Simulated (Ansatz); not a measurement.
ZrB: ab initio molecular dynamics

These are results of DFT PBEsol, scalar-relativistic, plane waves, PAW (Ansatz 0.2.0), not measurements. Cutoff 420 eV, shifted (0.5, 0.5, 0.5 steps) 2×2×2 k-points, Fermi–Dirac smearing of 0.069 eV. The mesh is coarse. No spin polarisation.

16 atoms, starting at 1.02 times the perfect crystal's volume (space group Fm-3m, the cell as given, not relaxed at this level); constant energy, velocities drawn at 800 K, fixed cell; 54 steps of 1.5 fs. The run is short and not equilibrated. The crystal has no gap, and so coarse a mesh can leave errors of tens of meV/atom and of a GPa or more.

First frame:

```
Zr B
1.0
    -4.68080    4.68080    0.00000
    -4.68080    0.00000    4.68080
     0.00000    4.68080    4.68080
Zr B
8 8
Direct
  0.00000 0.00000 0.00000
  0.50000 0.00000 0.00000
  0.00000 0.50000 0.00000
  0.00000 0.00000 0.50000
  0.50000 0.50000 0.00000
  0.50000 0.00000 0.50000
  0.00000 0.50000 0.50000
  0.50000 0.50000 0.50000
  0.75000 0.75000 0.75000
  0.25000 0.75000 0.75000
  0.75000 0.25000 0.75000
  0.75000 0.75000 0.25000
  0.25000 0.25000 0.75000
  0.25000 0.75000 0.25000
  0.75000 0.25000 0.25000
  0.25000 0.25000 0.25000
```

```yaml
Mean_temperature_over_the_second_half: 369 K
Mean_pressure_over_the_second_half_kinetic_part_included: 24.6 GPa
Mean_potential_energy_above_the_perfect_crystal_as_given_at_volume_ratio_1;_besides_heat_the_difference_comes_from_the_volume_2_%_larger_and_the_crystal's_own_pressure_of_29.4_GPa;_the_free_energy_holds_the_electrons'_entropy: 10 meV/atom
Drift_of_the_conserved_energy_over_the_run: 0.19 meV/atom
Mean-square_drift_of_B_from_first_to_last_step_mean_shift_of_all_atoms_removed: 0.03 Å²
Mean-square_drift_of_Zr_from_first_to_last_step_mean_shift_of_all_atoms_removed: 0.01 Å²
```

Pair distribution functions g(r), second half of the run, up to half the cell's height:

```
r (Å) B-Zr
 2.05   0.0
 2.15   0.4
 2.25   5.3
 2.35  13.1
 2.45   2.9
 2.55   0.6
 2.65   0.0
```

Along the run (potential energy from its first value; pressure with the kinetic part):

```
t (fs) T (K)  ΔE_pot (meV/atom) P (GPa)
   0.0    800                0.0     25.0
   3.0    755                5.5     25.0
   6.0    634               20.2     25.1
   9.0    480               39.0     25.2
  12.0    343               55.7     25.2
  15.0    266               65.0     25.2
  18.0    265               65.1     25.2
  21.0    324               57.9     25.1
  24.0    403               48.2     24.9
  27.0    460               41.3     24.9
  30.0    464               40.8     24.9
  33.0    410               47.4     25.0
  36.0    315               58.9     25.1
  39.0    214               71.2     25.2
  42.0    144               79.8     25.3
  45.0    131               81.4     25.3
  48.0    178               75.7     25.2
  51.0    268               64.6     25.0
  54.0    373               51.9     24.8
  57.0    464               40.9     24.5
  60.0    520               34.0     24.4
  63.0    536               32.1     24.3
  66.0    516               34.6     24.3
  69.0    474               39.7     24.3
  72.0    429               45.2     24.3
  75.0    399               48.8     24.4
  78.0    390               49.9     24.4
  81.0    399               48.8     24.5
```